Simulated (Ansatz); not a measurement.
Starting cell, ZnCu (CsCl type):

```
ZnCu
1.0
    5.92765     0.00000     0.00000
    2.96382     2.96382     0.00000
    0.00000     0.00000     2.96382
Zn Cu
2 2
Cartesian
  0.00000   0.00000   0.00000
  2.96382   0.00000   0.00000
  1.48191   1.48191   1.48191
  4.44574   1.48191   1.48191
```

A phonon eigenvector at M = (0.5, 0.5, 0.0) is frozen into this cell: atom i moves by Q times the vector below, so Q is the largest atomic displacement, in Å. The cell is held. (q is in reciprocal vectors of the primitive cell; the cell shown is doubled to hold the pattern.)

| atom | x | y | z |
|---|---|---|---|
| Cu3 | 0.000 | 0.000 | 1.000 |
| Cu4 | 0.000 | 0.000 | -1.000 |

Atoms not listed stay in place.

Calculation: PBE (plane waves to 420 eV, PAW, scalar-relativistic; Ansatz, a program for electronic structure). k mesh 16×16×16 (Γ-centred), Fermi-Dirac smearing 0.05 eV. With partly filled bands, energies and forces of such displacements shift with the k mesh and the smearing. ZnCu is run without spin polarisation. ZnCu was relaxed with its symmetry unable to fall. 

```json
[
 {"Q (Å)": "-0.280", "−dE/dQ from forces (eV/Å)": "3.002"},
 {"Q (Å)": "-0.233", "−dE/dQ from forces (eV/Å)": "2.533"},
 {"Q (Å)": "-0.187", "−dE/dQ from forces (eV/Å)": "2.046"},
 {"Q (Å)": "-0.140", "−dE/dQ from forces (eV/Å)": "1.546"},
 {"Q (Å)": "-0.093", "−dE/dQ from forces (eV/Å)": "1.035"},
 {"Q (Å)": "-0.047", "−dE/dQ from forces (eV/Å)": "0.519"},
 {"Q (Å)": "0.000", "−dE/dQ from forces (eV/Å)": "0.000"},
 {"Q (Å)": "0.047", "−dE/dQ from forces (eV/Å)": "-0.519"},
 {"Q (Å)": "0.093", "−dE/dQ from forces (eV/Å)": "-1.035"},
 {"Q (Å)": "0.140", "−dE/dQ from forces (eV/Å)": "-1.546"},
 {"Q (Å)": "0.187", "−dE/dQ from forces (eV/Å)": "-2.046"},
 {"Q (Å)": "0.233", "−dE/dQ from forces (eV/Å)": "-2.533"},
 {"Q (Å)": "0.280", "−dE/dQ from forces (eV/Å)": "-3.002"}
]
```

Q: What harmonic wavenumber does the curvature at Q = 0 give?

A: 154 cm⁻¹. E″ = 11.14 eV/Å², M = Σ mᵢ|uᵢ|² = 127.1 u, ν̃ = 521.5·√(|E″|/M).

(For displaced atoms, the force is minus the slope of the energy, and its curvature is a force constant, which sets phonon frequencies.)
